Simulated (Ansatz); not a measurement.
HfS$_{2}$:
```yaml
crystal:
  lattice:
    - [3.65167, 0.00000, 0.00000]
    - [-1.82583, 3.16244, 0.00000]
    - [0.00000, 0.00000, 6.85749]
  atoms:
    - { symbol: Hf, position: [0.00000, 0.00000, 0.00000] }
    - { symbol: S, position: [0.66667, 0.33333, 0.78905] }
    - { symbol: S, position: [0.33333, 0.66667, 0.21095] }
```

Relaxed with PBE. Special points in fractions of this cell's reciprocal vectors: Γ (0.000, 0.000, 0.000); M (0.500, 0.000, 0.000); K (0.333, 0.333, 0.000); A (0.000, 0.000, 0.500); L (0.500, 0.000, 0.500); H (0.333, 0.333, 0.500).

**Question.** List the band energies nearest the valence-band maximum at these points for plane-wave PAW PBE (Ansatz code).

**Answer.** In eV from the valence-band maximum; about four levels below and three above (degenerate sets whole), none deeper than 8.9 eV; points with the same levels are listed once.

| k | below | above |
|---|---|---|
| Γ | -2.61 -2.61 -0.47 0.00 0.00 | 2.07 2.07 2.71 |
| M | -2.37 -2.25 -1.40 -1.08 | 1.34 4.08 4.12 |
| K | -3.36 -3.36 -1.86 -1.86 -1.70 | 2.75 3.68 3.68 |
| A | -2.60 -2.60 -1.17 -0.02 -0.02 | 2.06 2.06 2.92 |
| L | -2.39 -2.23 -1.11 -1.04 | 1.25 4.08 4.13 |
| H | -3.40 -3.40 -1.80 -1.78 -1.78 | 2.80 3.54 3.54 |

Space group P-3m1 (CdI2 type). The cell was relaxed with PBE under the symmetry of its start. No spin polarisation was allowed. The volume lies over 15 % above that of the usual cell of this phase: another minimum, or an error of the functional. A crystal of weakly bound layers computed without a dispersion correction: the cell and the soft elastic constants depend strongly on that. Spin–orbit coupling is left out wherever it is not named.

Potentials: the later of the program's two PAW sets.
